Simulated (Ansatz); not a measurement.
The relaxed structure here is a generated cell of Y2Ge: the first start was made by placing the elements on the sites of a structure type, and the end was not matched to a known phase here, so it may be hypothetical.

The start is a generated trial cell of Y2Ge in the AFLOW prototype A2B_hP9_147_g_ad (B_b, as in ZnAg2). The cell and all atomic positions are relaxed at zero pressure with r2SCAN (plane waves to 500 eV, PAW, scalar-relativistic; Ansatz, an electronic-structure program). The first steps use a coarse 3×3×7 k-mesh.

The start:
```
CELL_PARAMETERS angstrom
      9.00179     0.00000     0.00000
     -4.50090     7.79578     0.00000
      0.00000     0.00000     3.32404
ATOMIC_POSITIONS crystal
  Ge 0.00000 0.00000 0.00000
  Ge 0.66667 0.33333 0.75000
  Ge 0.33333 0.66667 0.25000
  Y  0.66667 0.66667 0.75000
  Y  0.00000 0.33333 0.75000
  Y  0.33333 0.00000 0.75000
  Y  0.33333 0.33333 0.25000
  Y  0.00000 0.66667 0.25000
  Y  0.66667 0.00000 0.25000
```

Problem. What is the largest force in the starting geometry, and on which atom (counted from 1)?

Solution. About 0.8 eV/Å, on Y4, Y5, Y6, Y7, Y8, Y9 (atoms numbered as listed).

Problem. How much energy is released per atom?

Solution. 0.53 eV/atom.

Problem. How does the volume per atom move from start to end?

Solution. +1.0 %, from 25.92 to 26.19 Å³/atom.

Problem. How do the shortest distances between atoms change?

Solution. The closest pairs of elements (up to four, under 3.6 Å), start → end: Ge–Y 3.00 → 2.98 Å; Ge–Ge 3.32 → 4.27 Å; Y–Y 3.32 → 3.47 Å.

Problem. What band gap does the relaxed structure have at this level?

Solution. No gap (metallic).

Problem. Write out the relaxed structure.

Solution. 
```cif
data_Ge3Y6
_chemical_formula_sum 'Ge3 Y6'
_space_group_name_H-M_alt 'P-3'
_space_group_IT_number 147
_space_group_name_Hall '-P 3'
_cell_length_a 7.98805
_cell_length_b 7.98805
_cell_length_c 4.26554
_cell_angle_alpha 90.000
_cell_angle_beta 90.000
_cell_angle_gamma 120.000
loop_
_atom_site_label
_atom_site_type_symbol
_atom_site_symmetry_multiplicity
_atom_site_Wyckoff_symbol
_atom_site_fract_x
_atom_site_fract_y
_atom_site_fract_z
_atom_site_occupancy
Ge1 Ge 1 a 0.00000 0.00000 0.00000 1
Ge2 Ge 2 d 0.33333 0.66667 0.24281 1
Y1 Y 6 g 0.37923 0.30324 0.25163 1
```

The space group stays P-3 (No. 147) (the run could not lower it), with 9 atoms in the primitive cell. Final values are on a 7×7×11 k-mesh of the relaxed cell. No spin polarisation in the result.

The run could not lose the symmetry of its start: the end is stationary, and may be a saddle point rather than a minimum.
